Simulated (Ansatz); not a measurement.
As:
```xyz
2
Lattice="0.0000 3.0544 3.0544 3.0544 0.0000 3.0544 3.0544 3.0544 0.0000" Properties=species:S:1:pos:R:3 pbc="T T T"
As     0.0000     0.0000     0.0000
As     1.5272     1.5272     1.5272
```

This is the PBE-relaxed structure.

All from the program Ansatz at the PBE level (PAW), unless another level is named. Predict the electronic character.

metallic (no gap).

Predict the density of states at the Fermi level.

0.51 states/eV per atom (mean over ±0.08 eV).

Predict the gap with spin–orbit coupling.

none (metallic).

Space group Fd-3m (diamond). The start of the workflow was typed in or built on a structure type; neither database checked (COD, Materials Project) lists it. It is not the phase usual at ambient conditions (space group No. 166). The PBE relaxation kept the symmetry of its start; its stability against distortions is not shown here. Spin–orbit coupling is left out wherever it is not named.

Potentials: the earlier of the program's two PAW sets.
